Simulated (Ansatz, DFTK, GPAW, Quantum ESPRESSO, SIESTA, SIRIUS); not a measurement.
# ScF3: programs and potentials compared

```xyz
4
Lattice="4.0125 0.0000 0.0000 0.0000 4.0125 0.0000 0.0000 0.0000 4.0125" Properties=species:S:1:pos:R:3 pbc="T T T"
Sc    0.0000    0.0000    0.0000
F     0.0000    0.0000    2.0062
F     0.0000    2.0062    0.0000
F     2.0062    0.0000    0.0000
```

Alike in all runs: task single point; functional PBEsol; k mesh 7 × 7 × 7; occupations fermi-dirac, width 0.05 eV; no spin polarisation; no spin-orbit coupling. Pressure is positive in compression and, in plane waves, holds the error of the finite cutoff.

| program and potentials | plane-wave cutoff (eV) | notes | pressure (GPa) |
| --- | --- | --- | --- |
| GPAW, PAW data sets generated for this functional | 800 | - | -0.54 |
| Quantum ESPRESSO, GBRV 1.5 PBEsol | 612 | - | 0.45 |
| DFTK, PseudoDojo SR PBEsol 0.4.1 standard (PBEsol) | 1143 | - | 0.32 |
| SIRIUS, PseudoDojo 0.4.1 PBEsol standard (scalar relativistic) | 1152 | - | 0.33 |
| Ansatz, all-electron LAPW, scalar-relativistic | - | - | 0.58 |
| SIESTA, files PseudoDojo sr-pbesol-0.4.1-standard, DZP (energy shift 0.003 Ry; two zetas on semicore shells) | - | atomic basis | 1.93 |

The pressure spans -0.54 (GPAW, PAW data sets generated for this functional) to 1.93 GPa (SIESTA, files PseudoDojo sr-pbesol-0.4.1-standard, DZP (energy shift 0.003 Ry; two zetas on semicore shells)), with all-electron results at 0.58. Rows in atomic bases carry the error of their basis and grid, which can be large.

The functional is the same throughout but for its coding, so the spread measures potentials, basis and numerics; runs on potential files found faulty are left out.
